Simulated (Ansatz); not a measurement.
Computed properties of AlMo2C

AlMo2C:
```yaml
crystal:
  lattice:
    - [2.99650, 0.00000, 0.00000]
    - [-1.49825, 2.59505, 0.00000]
    - [0.00000, 0.00000, 13.39945]
  atoms:
    - { symbol: Al, position: [0.66667, 0.33333, 0.25000] }
    - { symbol: Al, position: [0.33333, 0.66667, 0.75000] }
    - { symbol: Mo, position: [0.66667, 0.33333, 0.91097] }
    - { symbol: Mo, position: [0.33333, 0.66667, 0.08903] }
    - { symbol: Mo, position: [0.33333, 0.66667, 0.41097] }
    - { symbol: Mo, position: [0.66667, 0.33333, 0.58903] }
    - { symbol: C, position: [0.00000, 0.00000, 0.00000] }
    - { symbol: C, position: [0.00000, 0.00000, 0.50000] }
```

Space group P6_3/mmc (No. 194); conventional cell a = 2.997 Å, b = 2.997 Å, c = 13.399 Å, α = 90.00°, β = 90.00°, γ = 120.00°.

Method: plane-wave PAW PBEsol (Ansatz code). Structure relaxed to zero pressure with the same functional. Other levels are named where they apply.

**Cell and energy**

| Quantity | Result |
|---|---|
| Volume per atom | 13.02 Å³ |
| Density | 7.36 g/cm³ |
| Formation energy from the elements (no fitted shifts) | -0.21 eV/atom |

**Electronic structure**

| Property | Value |
|---|---|
| Electronic character | metallic (no gap) |
| Density of states at the Fermi level | 0.44 states/eV per atom (mean over ±0.08 eV) |
| Gap with spin–orbit coupling | none (metallic) |

**Mechanics**

| Quantity | Value |
|---|---|
| Bulk modulus (Birch–Murnaghan fit) | 207 GPa |
| Pressure derivative B′ | 4.8 |
| Elastic constants (relaxed ions, GPa) | C11 = 352, C12 = 99.1, C13 = 153, C33 = 360, C44 = 144 |
| Mechanical stability | stable (all eigenvalues of C positive) |
| Hill bulk and shear moduli | 207 and 125 GPa |
| Young's modulus | 313 GPa |
| Poisson's ratio | 0.25 |
| Debye temperature from the elastic constants | 579 K |

**Phonons**

| Item | Value |
|---|---|
| Highest zone-centre frequency | 671 cm⁻¹ |
| Zone-centre stability | no imaginary mode at Γ |

The start of the workflow was typed in or built on a structure type; neither database checked (COD, Materials Project) lists it. Its standing as an ambient phase is unchecked. Symmetry was held in the PBEsol relaxation. The run is not spin-polarised. As this level gives no gap, shear constants depend on the k-mesh and smearing (Fermi–Dirac, 0.1 eV here). As this level gives no gap, phonon frequencies hold no LO–TO term and depend on the k-mesh and smearing (Fermi–Dirac, 0.1 eV here). On the denser mesh and wider smearing of the elastic run this cell carries a stress of 0.5 GPa. The references are the lowest solids computed at this level, not always the standard phases. Spin–orbit coupling is left out wherever it is not named.

Potentials: the earlier of the program's two PAW sets. The files were generated under PBE; for other functionals the program regenerates the frozen cores, and for LDA and PBEsol the local potential too.
